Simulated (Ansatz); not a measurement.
CaO:
```cif
data_CaO
_chemical_formula_sum 'Ca1 O1'
_space_group_name_H-M_alt 'P 1'
_space_group_IT_number 1
_cell_length_a 3.39052
_cell_length_b 3.39052
_cell_length_c 3.39052
_cell_angle_alpha 60.000
_cell_angle_beta 60.000
_cell_angle_gamma 60.000
loop_
_space_group_symop_operation_xyz
  'x, y, z'
loop_
_atom_site_label
_atom_site_type_symbol
_atom_site_fract_x
_atom_site_fract_y
_atom_site_fract_z
_atom_site_occupancy
Ca1 Ca 0.00000 0.00000 0.00000 1
O1 O 0.50000 0.50000 0.50000 1
```

Relaxed with r²SCAN.

**Question.** Decompose the optical modes at the zone centre into irreducible representations, and say which are infrared and Raman allowed.

**Answer.** Point group m-3m: Γ_opt = T1u. Infrared: T1u. Raman: none.

**Question.** Assign frequencies (DFPT, DFT-r²SCAN in the program Ansatz with PAW potentials; without the LO–TO term).

**Answer.** T1u 284 cm⁻¹.

Space group Fm-3m (rock salt). The r²SCAN relaxation kept the symmetry of its start; phonons on a q-mesh show no instability.

Potentials: the later of the program's two PAW sets.
